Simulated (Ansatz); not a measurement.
## ZrHg squeezed and stretched

A database entry relaxed whole under r2SCAN (P4/mmm):

```xyz
2
Lattice="3.1398 0.0000 0.0000 0.0000 3.1398 0.0000 0.0000 0.0000 4.2950" Properties=species:S:1:pos:R:3 pbc="T T T"
Zr    1.5699    1.5699    2.1475
Hg    0.0000    0.0000    0.0000
```

The cell was scaled uniformly, its shape held, and the atoms relaxed at each volume with plane-wave PAW DFT (Ansatz 0.2.0; r2SCAN, 500 eV, 11×11×8 Γ-centred mesh, fermi-dirac occupations of width 0.100 eV; no spin, no spin-orbit coupling). One row is withheld.

```tsv
volume (Å³/atom)	energy over the lowest (meV/atom)	pressure (GPa)
19.900	27.8	7.81
20.323	?	?
20.747	2.5	2.26
21.170	0.0	-0.08
21.593	3.4	-2.17
22.017	11.9	-4.03
22.440	25.1	-5.69
```

Q: Fit the pressures of the other rows to the third-order Birch-Murnaghan form.

A: With f = [(V₀/V)^(2/3) − 1]/2 and P = 3B₀f(1 + 2f)^(5/2)[1 + 3(B₀′ − 4)f/2], least squares gives V₀ = 21.15 Å³ an atom, B₀ = 111 GPa and B₀′ = 4.7; the rows miss the fit by less than 0.01 GPa. The slope of the energies differs from these pressures by 0.14 GPa, since they are taken to zero smearing while pressures follow the free energy.

Q: What does the withheld row hold?

A: The fit gives 4.87 GPa at 20.323 Å³; the run gave 4.88 GPa and 11.5 meV an atom.

Caveats: the shape of the cell was held, so B₀ is an upper bound where the axes differ in stiffness; 0 K, fixed nuclei; the symmetry was kept, and this need not be the phase that is stable at 0 K; one mesh for all volumes; pressure is positive in compression.
